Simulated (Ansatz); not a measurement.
**Compressing SnO: a fit and a missing row**

SnO, P4/nmm, a = 3.771 Å, c = 4.563 Å. Ansatz: PBEsol+D3(BJ), PAW, 420 eV, Γ-centred 12×12×10 mesh on 4 atoms, Gaussian smearing 0.10 eV; no spin polarisation. Shape and atoms are relaxed at each volume; pressure is positive in compression.

| V (Å³/atom) | P (GPa) |
| --- | --- |
| 14.272 | 9.39 |
| 14.759 | ? |
| 15.245 | 3.43 |
| 15.732 | 1.44 |
| 16.218 | -0.01 |
| 16.705 | -1.21 |
| 17.191 | -2.15 |
| 17.840 | -3.08 |

Task: Take V0 = 16.218 Å³/atom, count pressures from its P0 = -0.01 GPa, fit the third-order Birch–Murnaghan form to the other rows, and predict the missing pressure.

Result: With the Eulerian strain f = ½[(V0/V)^(2/3) − 1] and y = (P − P0)/[3f(1 + 2f)^(5/2)], the form is the line y = B0 + 1.5 B0 (B0′ − 4) f. Rows (f, y): 0.04448, 56.9; 0.02105, 49.1; 0.01025, 44.8; -0.00977, 43.0; -0.01905, 41.3; -0.03079, 39.0. Means f = 0.002695, y = 45.683; Σ(Δf)² = 0.003889, ΣΔfΔy = 0.8773; the slope is their ratio. y = 45.08 + 225.6 f GPa, so B0 = 45.1 GPa and B0′ = 4 + 2 × (225.6)/(3 × 45.08) = 7.34. At V = 14.759, f = 0.03243, y = 52.40 and P = 5.95 GPa. The run gave 6.08 GPa, so the fit is 0.13 GPa too low, within the rms miss on the fitted rows (0.13 GPa).

Cost: 8 runs of about 12 core-minutes in all, on Arm Neoverse V1 (shared hosts).